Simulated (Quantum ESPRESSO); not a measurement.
AlGa3N3O (made-up cell) (calculated)

Computed with Quantum ESPRESSO 7.5. Calculation on a made-up crystal cell, not a measurement: periodic Kohn-Sham density functional theory in plane waves with PseudoDojo standard norm-conserving scalar-relativistic pseudopotentials, each functional with its own files (v0.5 for PBE, v0.4.1 for LDA and PBEsol), no spin polarisation, no spin-orbit coupling, atoms not relaxed, stress positive in tension, energies less a fixed whole-eV offset for each atom's element; levels are Kohn-Sham levels at fractions of this cell's reciprocal vectors, counted from the reference band (half the neutral cell's valence electrons, rounded up) at Gamma; error bars cover cutoff and k-mesh only, not smearing or the files; added strain carries the atoms with the cell, and shear is the tensor component; each bar is the largest change over components, and at least 0.002 eV, 0.002 eV per angstrom or 0.02 GPa; energies are for the whole cell, and the offsets were chosen from early runs and are not element reference energies.

```xyz
8
Lattice="3.1902 -0.0278 -0.0103 -0.0481 5.3875 0.0060 -0.0169 0.0057 5.1469" Properties=species:S:1:pos:R:3 formula=AlGa3N3O lattice_type=wurtzite functional=pbe cutoff=1143 fermi_dirac_smearing=0.1 scf_tolerance=1e-07 electrons_removed=0 k_mesh=8_x_6_x_6,shifted_by_half_a_step free_energy_less_offsets=-0.1181 smearing_term_minus_ts=-0.04902 scf_iterations=11 pressure=17.81 stress_xx=-11.54 stress_yy=-15.96 stress_zz=-25.93 stress_yz=-1.287 stress_xz=-0.3702 stress_xy=-1.441 fermi_level=2.513 reference_band=32 error_bar_energy=0.004403 error_bar_stress=0.0437 error_bar_force=0.01719 error_bar_next_band_up=0.002 error_bar_fermi_level=0.02592 error_bars_from=tighter_rerun_of_this_cell
Ga     0.0210    -0.0343     0.0287
Al     1.4911     2.6831     0.0909
Ga     1.5687     0.7944     2.4985
Ga    -0.0045     3.5683     2.7025
N     -0.0140    -0.0002     1.8557
N      1.5418     2.6466     1.9897
N      1.5869     0.7835     4.4278
O      0.0319     3.6394     4.4957
```

Units: cutoff, fermi_dirac_smearing, scf_tolerance, free_energy_less_offsets, smearing_term_minus_ts, fermi_level, error_bar_energy, error_bar_next_band_up, error_bar_fermi_level in eV; pressure, stress_xx, stress_yy, stress_zz, stress_yz, stress_xz, stress_xy, error_bar_stress in GPa; error_bar_force in eV/Å.

Atoms:
| atoms element | atom site | atom energy offset (eV) |
| --- | --- | --- |
| Ga | 1 | -2080 |
| Al | 2 | -64 |
| Ga | 3 | -2080 |
| Ga | 4 | -2080 |
| N | 5 | -283 |
| N | 6 | -283 |
| N | 7 | -283 |
| O | 8 | -452 |

Forces:
| site | x (eV/Å) | y (eV/Å) | z (eV/Å) |
| --- | --- | --- | --- |
| 1 | -0.374 | 2.282 | -1.026 |
| 2 | 0.725 | -1.562 | -0.2729 |
| 3 | 0.4041 | 0.5835 | 0.7438 |
| 4 | -0.5898 | -0.1371 | -3.7 |
| 5 | -0.303 | -0.9927 | 1.6 |
| 6 | 0.389 | 0.5433 | -0.6956 |
| 7 | 0.1038 | 1.49 | 0.9664 |
| 8 | -0.3552 | -2.208 | 2.384 |

Levels:
| level k point | next band up (eV) |
| --- | --- |
| Gamma | 3.005 |
| (1/2,1/2,1/2) | 2.999 |
| (0.15,0,0) | 3.428 |
| (0,0.15,0) | 3.186 |
| (0,0,0.15) | 2.761 |
